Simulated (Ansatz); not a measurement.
Data:

LaB$_{2}$Ir$_{3}$:
```cif
data_B2Ir3La
_chemical_formula_sum 'La1 Ir3 B2'
_space_group_name_H-M_alt 'P 1'
_space_group_IT_number 1
_cell_length_a 5.57338
_cell_length_b 5.57338
_cell_length_c 3.09546
_cell_angle_alpha 90.000
_cell_angle_beta 90.000
_cell_angle_gamma 120.000
loop_
_space_group_symop_operation_xyz
  'x, y, z'
loop_
_atom_site_label
_atom_site_type_symbol
_atom_site_fract_x
_atom_site_fract_y
_atom_site_fract_z
_atom_site_occupancy
La1 La 0.00000 0.00000 0.00000 1
Ir1 Ir 0.50000 0.00000 0.50000 1
Ir2 Ir 0.50000 0.50000 0.50000 1
Ir3 Ir 0.00000 0.50000 0.50000 1
B1 B 0.33333 0.66667 0.00000 1
B2 B 0.66667 0.33333 0.00000 1
```

This is the r²SCAN-relaxed structure.

Task: All from r²SCAN (plane waves, PAW; program Ansatz), unless another level is named. Predict the electronic character.

Result: metallic (no gap).

Task: What about the density of states at the Fermi level?

Result: 0.28 states/eV per atom (mean over ±0.08 eV).

Task: Predict the formation energy from the elements (no fitted shifts).

Result: -0.71 eV/atom.

Task: And the gap with spin–orbit coupling?

Result: none (metallic).

Space group P6/mmm. The workflow started from an entry of the Crystallography Open Database (COD). Whether it is the stable phase at ambient conditions was not checked. The cell was relaxed with r²SCAN under the symmetry of its start; its stability against distortions is not shown here. No spin polarisation was allowed. The references are the lowest solids computed at this level, not always the standard phases. Spin–orbit coupling is left out wherever it is not named.

Potentials: the later of the program's two PAW sets.
